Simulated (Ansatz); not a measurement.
## BeTe$_{6}$: phonons across the zone

Computed with Ansatz 0.2.0, DFT PBE, scalar-relativistic, plane waves, PAW. Cutoff 420 eV, 4×4×8 k-points (Γ-centred), Gaussian smearing of 0.10 eV. No spin polarisation. Phonons by linear response, acoustic sum rule imposed.

Equilibrium structure at this level:
```
CELL_PARAMETERS angstrom
7.50405 0.00000 0.00000
0.00000 7.50405 0.00000
0.00000 0.00000 4.52053
ATOMIC_POSITIONS crystal
Be 0.50000 0.50000 0.00000
Te 0.68653 0.68653 0.67658
Te 0.31347 0.31347 0.67658
Te 0.68653 0.31347 0.32342
Te 0.31347 0.68653 0.32342
Te 0.50000 0.00000 0.00000
Te 0.00000 0.50000 0.00000
```

It was reached by relaxing an invented guess, and it needn't be the stable form of this composition. In a metal, frequencies and elastic constants depend on the k mesh and the smearing, soft modes and shear constants most. Some empty bands missed the eigensolver's threshold. Spin–orbit coupling is left out, which matters for heavy elements. The q mesh is coarse, so values between its points are rough.

Force constants from linear response on a 1×1×2 q mesh.

(1) Is the structure dynamically stable on the q mesh?

(2) Give the frequencies (cm⁻¹) at the zone-boundary points of high symmetry (interpolated where a point lies off the q mesh).

Results:

(1) No: at q = (0.000, 0.000, -0.500) a mode is imaginary, 46i cm⁻¹.

(2)
```csv
point,q,frequencies
X,0.000 0.500 0.000,36i ≈0 10 23 36 43 52 59 62 62 72 75 82 85 88 97 119 125 422 422 431
M,0.500 0.500 0.000,38i 10 10 17 38 38 61 62 62 68 68 72 85 86 86 94 119 125 422 422 431
Z,0.000 0.000 0.500,46i 46i 44i 28i 16 16 51 56 56 60 80 80 83 86 88 88 91 120 416 416 433
R,0.000 0.500 0.500,48i 44i 37i 28i 19 21 42 58 64 68 71 81 82 82 84 85 96 123 416 416 433
A,0.500 0.500 0.500,45i 44i 44i 28i 23 23 42 62 69 69 71 72 79 83 83 86 100 125 416 416 433
```
